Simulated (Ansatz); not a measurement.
NbSi₂ in space group P6_422 (No. 181; Si on 6i, Nb on 3c) under volume change, PBEsol in the plane-wave PAW code Ansatz, shape and atoms relaxed at each volume.

```tsv
V (Å³/atom)	E − E(relaxed) (meV/atom)	P (GPa)
13.088	…	…
13.520	33.5	13.14
13.951	7.9	6.05
14.383	0.0	0.01
14.814	…	…
15.246	27.0	-9.54
15.677	57.9	-13.28
```

Task: Complete the blanks.

Result: 
- 14.814, E − E(relaxed) (meV/atom): 7.1
- 14.814, P (GPa): -5.15
- 13.088, E − E(relaxed) (meV/atom): 79.8
- 13.088, P (GPa): 21.46

Task: What does a third-order Birch–Murnaghan fit give for V₀, B₀ and B′?

Result: V₀ = 14.38 Å³/atom, B₀ = 186 GPa, B′ = 4.3.

The workflow started from an entry of the Crystallography Open Database (COD), which files this formula under 2 space groups. Its standing as an ambient phase is unchecked. Symmetry was held in the PBEsol relaxation; whether a distortion lowers the energy is not shown. No spin polarisation was allowed.

Potentials: the later of the program's two PAW sets.
